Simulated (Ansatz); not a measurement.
## Structure relaxation, BeNi

The start is a relaxed BeNi cell, doubled along one cell vector, shaken by Gaussian noise of σ = 0.08 Å a coordinate. Cell shape, volume and atoms are optimised at zero target pressure with PBEsol (plane waves to 420 eV, PAW, scalar-relativistic; Ansatz, an electronic-structure program). The first steps use a coarse 4×8×9 k-mesh.

Initial structure:
```yaml
crystal:
  lattice:
    - [9.34082, 0.00000, 0.00000]
    - [-2.33521, 4.04469, 0.00000]
    - [0.00000, 0.00000, 3.45737]
  atoms:
    - { symbol: Ni, position: [0.25813, 0.99600, 0.01780] }
    - { symbol: Ni, position: [0.74635, 0.98792, 0.02655] }
    - { symbol: Ni, position: [0.24724, 0.48008, 0.99069] }
    - { symbol: Ni, position: [0.76253, 0.47767, 0.99451] }
    - { symbol: Ni, position: [0.99431, 0.52286, 0.99824] }
    - { symbol: Ni, position: [0.50437, 0.47798, 0.97380] }
    - { symbol: Be, position: [0.99360, 0.97728, 0.02665] }
    - { symbol: Be, position: [0.47966, 0.98420, 0.99756] }
    - { symbol: Be, position: [0.16144, 0.65832, 0.48261] }
    - { symbol: Be, position: [0.67449, 0.67964, 0.47291] }
    - { symbol: Be, position: [0.32216, 0.30640, 0.52200] }
    - { symbol: Be, position: [0.83780, 0.32934, 0.46419] }
```

- Initial pressure: +3.7 GPa (positive: the cell is compressed)
- Energy released: 0.09 eV/atom
- Shortest distances (start → end): The closest pairs of elements (up to four, under 3.6 Å), start → end: Be–Ni 1.98 → 2.19 Å; Ni–Ni 2.07 → 2.34 Å; Be–Be 2.62 → 2.70 Å
- Band gap at the end: no gap (metallic)
- Optimiser moves: 8

Final values are on a 12×12×13 k-mesh of the relaxed cell. No spin polarisation in the result. A magnetic state may lie lower.

The relaxed structure here is a generated cell of BeNi: the first start was made by placing the elements on the sites of a structure type, and the end was not matched to a known phase here, so it may be hypothetical.
